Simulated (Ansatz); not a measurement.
**C2SeN2: ab initio molecular dynamics**

Theory: DFT PBE+D3(BJ), scalar-relativistic, plane waves, PAW (Ansatz 0.2.0). Cutoff 420 eV, shifted (0.5, 0.5, 0.0 steps) 2×2×1 k-points, Fermi–Dirac smearing of 0.026 eV. The mesh is coarse. No spin polarisation.

20 atoms, starting at 1.03 times the perfect crystal's volume (space group Cmce); Langevin thermostat at 300 K (friction 0.02 fs⁻¹), fixed cell; 300 steps of 2 fs. The run is short and not equilibrated.

First frame:

```
C Se N
1.0
     4.45721   -3.64300    0.00000
     4.45721    3.64300    0.00000
     0.00000    0.00000   13.18408
C Se N
8 4 8
Direct
  0.08657 0.33398 0.57202
  0.21596 0.97764 0.35108
  0.75073 0.51860 0.13951
  0.46951 0.83793 0.86745
  0.95932 0.74444 0.40569
  0.81794 0.97559 0.61096
  0.15266 0.49813 0.88076
  0.52226 0.19187 0.09282
  0.78074 0.29376 0.61120
  0.30464 0.73372 0.41496
  0.77291 0.19656 0.16682
  0.20808 0.77994 0.95508
  0.25401 0.33037 0.52734
  0.14782 0.15093 0.30202
  0.76603 0.68865 0.09739
  0.66744 0.82829 0.85081
  0.76854 0.74340 0.37707
  0.80802 0.77301 0.61812
  0.17229 0.33534 0.82178
  0.35040 0.12184 0.06518
```

```yaml
Mean_temperature_over_the_second_half: 290 K
Mean_pressure_over_the_second_half_kinetic_part_included: 0.1 GPa
Mean_potential_energy_above_the_perfect_crystal_relaxed_at_volume_ratio_1;_besides_heat_the_difference_comes_from_the_volume_3_%_larger_and_the_crystal's_own_forces_of_up_to_0.16_eV/Å;_its_own_run_had_another_smearing_without_effect_beside_its_gap: 60 meV/atom
Mean-square_drift_of_C_from_first_to_last_step_mean_shift_of_all_atoms_removed: 0.15 Å²
Mean-square_drift_of_N_from_first_to_last_step_mean_shift_of_all_atoms_removed: 0.45 Å²
Mean-square_drift_of_Se_from_first_to_last_step_mean_shift_of_all_atoms_removed: 0.47 Å²
```

Pair distribution functions g(r), second half of the run, up to half the cell's height:

```
r (Å) C-C   C-N  C-Se N-N
 1.05  0.0   0.0   0.0  0.0
 1.15  0.0  31.2   0.0  0.0
 1.25  0.0   0.8   0.0  0.0
 1.35  0.0   0.0   0.0  0.0
 1.45  0.0   0.0   0.0  0.0
 1.55  0.0   0.0   0.0  0.0
 1.65  0.0   0.0   0.0  0.0
 1.75  0.0   0.0   1.1  0.0
 1.85  0.0   0.0  18.1  0.0
 1.95  0.0   0.0   5.1  0.0
 2.05  0.0   0.0   0.2  0.0
 2.15  0.0   0.0   0.0  0.0
 2.25  0.0   0.0   0.0  0.0
 2.35  0.0   0.0   0.0  0.0
 2.45  0.3   0.0   0.0  0.0
 2.55  0.7   0.0   0.0  0.0
 2.65  3.3   0.1   0.0  0.0
 2.75  1.2   0.1   0.0  0.1
```

Along the run (potential energy from its first value; pressure with the kinetic part):

| t (fs) | T (K) | ΔE_pot (meV/atom) | P (GPa) |
| --- | --- | --- | --- |
| 0.0 | 285 | 0.0 | 1.7 |
| 24.0 | 598 | -66.7 | -2.0 |
| 48.0 | 372 | -50.8 | 1.2 |
| 72.0 | 417 | -76.2 | 1.7 |
| 96.0 | 340 | -88.8 | -2.1 |
| 120.0 | 289 | -95.6 | 1.9 |
| 144.0 | 294 | -96.4 | -0.3 |
| 168.0 | 393 | -113.6 | -0.8 |
| 192.0 | 407 | -109.1 | 1.2 |
| 216.0 | 358 | -108.1 | -1.0 |
| 240.0 | 278 | -107.5 | 1.8 |
| 264.0 | 350 | -106.9 | -1.3 |
| 288.0 | 246 | -100.7 | -0.2 |
| 312.0 | 235 | -98.6 | 1.7 |
| 336.0 | 362 | -99.8 | -0.4 |
| 360.0 | 487 | -123.6 | -0.3 |
| 384.0 | 284 | -109.7 | -0.5 |
| 408.0 | 247 | -115.4 | 0.4 |
| 432.0 | 277 | -111.0 | 0.1 |
| 456.0 | 270 | -111.2 | -1.3 |
| 480.0 | 310 | -121.5 | 1.0 |
| 504.0 | 210 | -124.9 | 0.6 |
| 528.0 | 250 | -126.2 | -1.3 |
| 552.0 | 239 | -124.0 | 0.8 |
| 576.0 | 268 | -130.5 | 1.0 |
| 600.0 | 385 | -133.6 | -1.8 |

Cost: 1 run of about 51 core-minutes (earlier runs that led there not counted), on Arm Neoverse V1 (shared hosts).